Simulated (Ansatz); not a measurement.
Relaxed-ion elastic tensor of K$_{2}$NaBiCl$_{6}$ in space group Fm-3m (No. 225; K on 8c, Na on 4b, Bi on 4a, Cl on 24e) in GPa (Voigt order), LDA (plane waves, PAW; program Ansatz); density 3.04 g/cm³, 28.59 Å³ per atom.

```
58.0   9.2   9.2   0.0   0.0   0.0
 9.2  58.0   9.2   0.0   0.0   0.0
 9.2   9.2  58.0   0.0   0.0   0.0
 0.0   0.0   0.0   5.4   0.0   0.0
 0.0   0.0   0.0   0.0   5.4   0.0
 0.0   0.0   0.0   0.0   0.0   5.4
```

Question: Is the crystal mechanically stable?

Answer: Yes: the smallest eigenvalue of C is 5.4 GPa.

Question: Work out the Voigt, Reuss and Hill averages.

Answer: K_V = 25.4, K_R = 25.4, K_H = 25.4; G_V = 13.0, G_R = 7.8, G_H = 10.4 GPa.

Question: Give Young's modulus, Poisson's ratio, Pugh's ratio and the universal anisotropy index.

Answer: E = 9KG/(3K + G) = 27.4 GPa; ν = 0.32; K/G = 2.45 (ductile by the Pugh limit of 1.75); A_U = 5G_V/G_R + K_V/K_R − 6 = 3.33.

Question: Estimate the sound speeds and the Debye temperature.

Answer: v_l = √((K + 4G/3)/ρ) = 3600 m/s, v_t = √(G/ρ) = 1850 m/s, mean 2070 m/s; Θ = (h/k)(3n/4πV)^(1/3) v_m = 202 K.

Question: Give the Zener ratio and Young's modulus along [100], [110] and [111].

Answer: A = 2C44/(C11 − C12) = 0.22; 1/E = S11 − 2(S11 − S12 − S44/2)Γ with Γ = 0, 1/4, 1/3 gives 55.5, 18.4, 15.0 GPa.

Question: Solve the Christoffel equation for the three sound speeds along [100], [110], [111].

Answer: Eigenvalues of C_ijkl n_j n_l equal ρv². In km/s, slowest first: [100] 1.33, 1.33, 4.37; [110] 1.33, 2.84, 3.58; [111] 2.44, 2.44, 3.28.

The workflow started from a Materials Project entry (that database holds measured and hypothetical structures alike); the Crystallography Open Database copy checked does not list it. Whether it is the stable phase at ambient conditions was not checked. The cell was relaxed with LDA under the symmetry of its start. At this level the phase is dynamically unstable (imaginary phonons). Scalar-relativistic: spin–orbit coupling is off unless named, which matters more the heavier the elements.

Potentials: the later of the program's two PAW sets.
